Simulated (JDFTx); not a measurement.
System: a single Hg atom, charge 0, multiplicity 1.

Level of theory: PBE, GBRV ultrasoft potentials, plane waves to 20/100 Ha; code: JDFTx (a modified build). Liquid: CANDLE, water, 0.5 M KCl. The liquid run sits in a periodic box with 5 Å from the outermost atoms to the faces; the vacuum run is isolated. The box matters at about 0.01 eV. Solvation energy here means the total energy in the continuum liquid minus that in vacuum, same nuclei, nothing added for thermal motion or standard states.

The continuum has no solvent molecules that could bind to the bare atom.

**Question.** Estimate the solvation energy and its parts.

**Answer.** The solvation energy is -6.7 kJ/mol, the part: cavitation term of the fluid is 26.8 kJ/mol and the part: dispersion term of the fluid comes out as -32 kJ/mol. The part: electrostatic term of the fluid is -2.0 kJ/mol and the part: distortion of the solute's electrons is 0.4 kJ/mol. The highest occupied level in vacuum (zero: vacuum level) is -6.82 eV. The highest occupied level in the liquid (zero: bulk electrolyte) is -6.44 eV.
